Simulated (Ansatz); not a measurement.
## Computed scan of one atom of the cell: PtS2 (CdI2 type)

PtS₂ (CdI2 type)

```
CELL_PARAMETERS angstrom
      3.55229     0.00000     0.00000
     -1.77615     3.07638     0.00000
      0.00000     0.00000     5.12797
ATOMIC_POSITIONS crystal
  Pt 0.00000 0.00000 0.00000
  S  0.33333 0.66667 0.23907
  S  0.66667 0.33333 0.76093
```

In this cell atom 2 (S, nearest neighbour Pt at 2.389 Å; its periodic images, 3.6 Å or more away, move with it) is moved by s towards the nearest neighbour, unit vector (-0.743, 0.429, -0.513); all other atoms and the cell stay fixed.

These are r2SCAN+rVV10 (plane waves to 500 eV, PAW, scalar-relativistic; Ansatz, a first-principles code) values and carry that method's errors. k mesh 9×9×5 (Γ-centred), Fermi-Dirac smearing 0.05 eV. Energies are smeared free energies. Compression counts positive. As the smearing reaches across the gap at some points, energies and forces of such displacements shift with the k mesh and the smearing. F∥ is the force on the atom along that direction. F⊥ is the part of the force across the line. PtS2 is run without spin polarisation. PtS2 was relaxed with its symmetry unable to fall. Spin-orbit coupling is left out, though Pt is heavy. The zero of ΔE is the undisplaced structure.

| s (Å) | ΔE (meV/cell) | F∥ (eV/Å) | P (GPa) | |F⊥| (eV/Å) |
|---|---|---|---|---|
| -0.480 | 667 | 1.948 | -4.1 | 0.388 |
| -0.384 | 480 | 1.919 | -3.7 | 0.306 |
| -0.288 | 303 | 1.743 | -3.2 | 0.224 |
| -0.192 | 151 | 1.393 | -2.5 | 0.149 |
| -0.096 | 42 | 0.829 | -1.5 | 0.077 |
| 0.000 | 0 | 0.000 | 0.0 | 0.001 |
| 0.096 | 53 | -1.179 | 2.2 | 0.094 |
| 0.192 | 242 | -2.832 | 5.4 | 0.216 |
| 0.288 | 618 | -5.141 | 10.0 | 0.376 |
| 0.384 | 1258 | -8.370 | 16.4 | 0.582 |
| 0.480 | 2267 | -12.904 | 25.3 | 0.833 |

Derived quantities:

- Energy at s = 0.480 Å = 2267 meV/cell
- Force along the line at s = -0.480 Å = 1.95 eV/Å
- Symmetry of the curve = not even: the positive side lies higher at ±0.480 Å
- Shape of the curve = a single well with its minimum at or next to zero displacement
- Force constant k = d²E/ds² at s = 0 (finite differences) = 10.3 eV/Å²
- Harmonic estimate at the end of the scan = ½ks² = 1185 meV/cell against the computed 2267 meV/cell, so the well is stiffer than harmonic there

The 11 points together took about 6 core-minutes (a rough figure).

(For displaced atoms, the force is minus the slope of the energy, and its curvature is a force constant, which sets phonon frequencies.)
